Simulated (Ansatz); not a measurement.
## Trial structures of Zr₃Si₂F: starts and ends

Theory: DFT PBE, scalar-relativistic, plane waves, PAW (Ansatz 0.2.0). Settings: cutoff 420 eV, Γ-centred meshes spaced at most about 0.3 Å⁻¹, and about 0.25 Å⁻¹ or finer for metals (2π included), Gaussian smearing. No spin polarisation in the final relaxations.

Each guess was relaxed in cell and atoms at zero pressure, within the symmetry of its start. These are static total energies at zero pressure. Coordination counts Si or Zr atoms around F (for each partner element, those within 1.25 times its shortest distance or 1.15 times the sum of covalent radii, where it is the nearest in units of that sum or under 1.3; the shortest distance is added where it is long for a bond).

| guess | made from | start group | V start (Å³/atom) | end group | V end (Å³/atom) | coordination at the end | gap on mesh (eV) | E over the lowest end (meV/atom) |
| --- | --- | --- | --- | --- | --- | --- | --- | --- |
| 1 | Er2Al3Ga type | R-3m | 15.6 | R-3m | 17.1 | F 6 | 0 | 0 |
| 2 | CsLi2I3 type | P-4m2 | 16.7 | ? | ? | ? | ? | ? |
| 3 | LaGa2Rh3 type | P6/mmm | 14.9 | P6/mmm | 23.7 | F 12 from 3.8 Å | 0 | 523 |
| 4 | random cell | P6/mmm | 16.9 | P6/mmm | 27.4 | F 8 | 0 | 1481 |

Guess 2 as it starts:

```
Zr Si F
1.0
     3.49247    0.00000    0.00000
     0.00000    3.49247    0.00000
     0.00000    0.00000    8.22004
Zr Si F
3 2 1
Direct
  0.00000 0.00000 0.29334
  0.00000 0.00000 0.70666
  0.50000 0.50000 0.00000
  0.50000 0.00000 0.14331
  0.00000 0.50000 0.85669
  0.50000 0.50000 0.50000
```

**Question.** Predict the end of this guess and its energy over the lowest end.

**Answer.** It ends in space group P-4m2 (No. 115), with a = 2.859 Å, c = 13.395 Å, 18.2 Å³/atom and no gap. It lies 0.42 eV/atom over the lowest end, above guess 1 and below guess 3. Counting Si or Zr atoms around F, this end has F 8 from 2.8 Å and the lowest (guess 1) has F 6. The lowest (guess 1) holds Si–Si pairs (shortest 2.28 Å); in this end the shortest Si–Si distance is 2.86 Å, near bonding range too.

```
Zr Si F
1.0
     2.85860    0.00000    0.00000
     0.00000    2.85860    0.00000
     0.00000    0.00000   13.39532
Zr Si F
3 2 1
Direct
  0.00000 0.00000 0.35582
  0.00000 0.00000 0.64418
  0.50000 0.50000 0.00000
  0.50000 0.00000 0.18133
  0.00000 0.50000 0.81867
  0.50000 0.50000 0.50000
```

Formation energies are uncorrected and refer to the elements' standard structures at the same level (F₂ as a molecule).

**Question.** Is the lowest end bound against the elements?

**Answer.** Yes: its formation energy is −0.78 eV/atom. It lies below the elements, which doesn't yet make it stable against other compounds or structures.

Cells relaxed within their symmetry can be saddle points. A lower structure may well exist outside this small set. Some structure types and database cells were kept out of the candidates from the start, so a known form may be missing.
